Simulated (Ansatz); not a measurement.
MgO:
```cif
data_Mg8O8
_chemical_formula_sum 'Mg8 O8'
_space_group_name_H-M_alt 'P 1'
_space_group_IT_number 1
_cell_length_a 19.82067
_cell_length_b 19.82067
_cell_length_c 19.82067
_cell_angle_alpha 8.566
_cell_angle_beta 8.566
_cell_angle_gamma 8.566
loop_
_space_group_symop_operation_xyz
  'x, y, z'
loop_
_atom_site_label
_atom_site_type_symbol
_atom_site_fract_x
_atom_site_fract_y
_atom_site_fract_z
_atom_site_occupancy
Mg1 Mg 0.37564 0.37564 0.37564 1
Mg2 Mg 0.62436 0.62436 0.62436 1
Mg3 Mg 0.79230 0.79230 0.79230 1
Mg4 Mg 0.20770 0.20770 0.20770 1
Mg5 Mg 0.91539 0.91539 0.91539 1
Mg6 Mg 0.08461 0.08461 0.08461 1
Mg7 Mg 0.50000 0.50000 0.50000 1
Mg8 Mg 0.00000 0.00000 0.00000 1
O1 O 0.14615 0.14615 0.14615 1
O2 O 0.85385 0.85385 0.85385 1
O3 O 0.43846 0.43846 0.43846 1
O4 O 0.56154 0.56154 0.56154 1
O5 O 0.31288 0.31288 0.31288 1
O6 O 0.68712 0.68712 0.68712 1
O7 O 0.26918 0.26918 0.26918 1
O8 O 0.73082 0.73082 0.73082 1
```

Relaxed with r²SCAN. DFT-r²SCAN in the program Ansatz with PAW potentials gives a gap of 4.99 eV.

Question: What gap does HSE06 give on the same cell (Ansatz, PAW)?

Answer: 5.84 eV, 0.85 eV more. The hybrid was solved on a coarser mesh and at special points; its gap is the smallest among all of these.

Cost on shared cores: the r²SCAN run (SCF on a 11×11×11 mesh, then bands and DOS) very roughly 14 core-minutes, the HSE06 run (SCF on 6×6×6, then a few points) about 13 core-minutes (a rough figure); the tasks are unlike.

Space group R-3m. The first step of the workflow began from a Materials Project structure, measured or hypothetical; the Crystallography Open Database copy checked does not list it. It is not the phase usual at ambient conditions (space group No. 225). The r²SCAN relaxation kept the symmetry of its start; its stability against distortions is not shown here.

Potentials: the later of the program's two PAW sets.
